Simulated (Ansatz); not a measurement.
Task: Each is relaxed and computed with PBEsol in the plane-wave PAW code Ansatz. Which alone has a direct gap?
A) B4C, R-3m (B on 18h, B on 18h, C on 6c, C on 3b)
B) SiGeC2, P-4m2 (Ge on 1c, Si on 1a, C on 2g)
C) HfC, zinc blende
D) SiC, Pnma (Si on 4c, C on 4c)

Result: C, HfC, zinc blende. HfC: gap 0.19 eV (direct); SiGeC2: gap 1.38 eV (indirect); SiC: gap 2.49 eV (indirect); B4C: gap 1.46 eV (indirect). Typed or built starts, not in the databases checked: HfC, zinc blende; SiGeC2, P-4m2 (Ge on 1c, Si on 1a, C on 2g); SiC, Pnma (Si on 4c, C on 4c). Not the usual ambient phase: HfC, zinc blende; SiC, Pnma (Si on 4c, C on 4c). Standing as an ambient phase not checked: B4C, R-3m (B on 18h, B on 18h, C on 6c, C on 3b). All cells were relaxed under the symmetry of their starts (and spin orders); stability against distortions was not tested throughout. Rows with no word on spin ran without spin polarisation. Spin–orbit coupling is left out wherever it is not named.

Potentials: the later of the program's two PAW sets.
